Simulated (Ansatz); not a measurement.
LaAl3Cu in space group I4mm (No. 107; La on 2a, Al on 2a, Al on 4b, Cu on 2a), DFT-PBE in the program Ansatz with PAW potentials, all energies at zero smearing, with the estimated change up to a 700 eV cutoff added, with one set of potentials and settings (totals compare only within such a set). Cell of 5 atoms (1 La, 3 Al, 1 Cu): -14490.188 eV.

| element | reference phase | E (eV/atom) |
|---|---|---|
| La | P6_3/mmc, 4 atoms in the cell | -6250.0953 |
| Al | Fm-3m, 1 atoms in the cell | -537.5049 |
| Cu | Fm-3m, 1 atoms in the cell | -6625.1757 |

Formation energy per atom, worked out: (-14490.188 − 1×(-6250.0953) − 3×(-537.5049) − 1×(-6625.1757))/5 = -0.480 eV/atom (-46 kJ per mol of atoms), at 0 K, without zero-point energy or fitted corrections.

The workflow started from a Materials Project entry (that database holds measured and hypothetical structures alike); the Crystallography Open Database copy checked does not list it. Whether it is the stable phase at ambient conditions was not checked. Symmetry was held in the PBE relaxation; of distortions, only those at the zone centre were tested. The run is not spin-polarised. The references are the lowest solids computed at this level, not always the standard phases. Scalar-relativistic: spin–orbit coupling is off unless named, which matters more the heavier the elements.

Potentials: the later of the program's two PAW sets.
